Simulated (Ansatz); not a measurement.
## Ni vacancy in EuSiNi2Ge

Level of theory: PBEsol, collinear spin, scalar-relativistic; Ansatz, plane waves to 420 eV (PAW set soft_2), k-mesh 4×4×2 shifted by half a step.

The relaxed host crystal (no gap at this level of theory):

```cif
data_structure
_symmetry_space_group_name_H-M 'P 1'
_symmetry_Int_Tables_number 1
_cell_length_a 5.6429
_cell_length_b 5.6429
_cell_length_c 5.6429
_cell_angle_alpha 138.310
_cell_angle_beta 138.310
_cell_angle_gamma 60.429
_cell_volume 78.64
loop_
_atom_site_label
_atom_site_type_symbol
_atom_site_fract_x
_atom_site_fract_y
_atom_site_fract_z
_atom_site_occupancy
Eu1 Eu 0.99920 0.99920 0.00000 1
Ge1 Ge 0.62810 0.62810 0.00000 1
Ni1 Ni 0.75403 0.25403 0.50000 1
Ni2 Ni 0.25403 0.75403 0.50000 1
Si1 Si 0.36464 0.36464 0.00000 1
```

Supercell of 20 atoms, rows of the matrix [[-1,1,0],[-1,-1,-2],[-1,-1,0]] times the cell vectors; Ni vacancy at (0.754, 0.254, 0.500) in fractions of the cell above. Atoms are relaxed at the host's cell. The cell loses 1 of its 8 Ni, so this is a heavily defective crystal.

Distances from the empty Ni site (Å), by shell of the perfect crystal:

```
shell  perfect crystal  relaxed, charge 0
 2 Si             2.28               2.18
 2 Ge             2.35               2.19
```

```tsv
charge	moment of the cell (μB)	gap of the cell on the mesh (eV)
0	27.92	0.00
```

At charge 0 the unpaired electrons sit on atoms with moments (μB): 4 Eu of 6.60.

Formation energy of the neutral defect: 1.58 eV, taking atoms from and to the elements' standard states (no corrections for gases), so it belongs to those chemical potentials alone.

Caveats: 4f shell without a U, which puts 4f levels too near the Fermi level; open f or d shells may hold a state above the lowest; small supercell, so energies and levels can be off by tenths of an eV; the atoms kept the symmetry of the start, so a distorted state could lie lower.
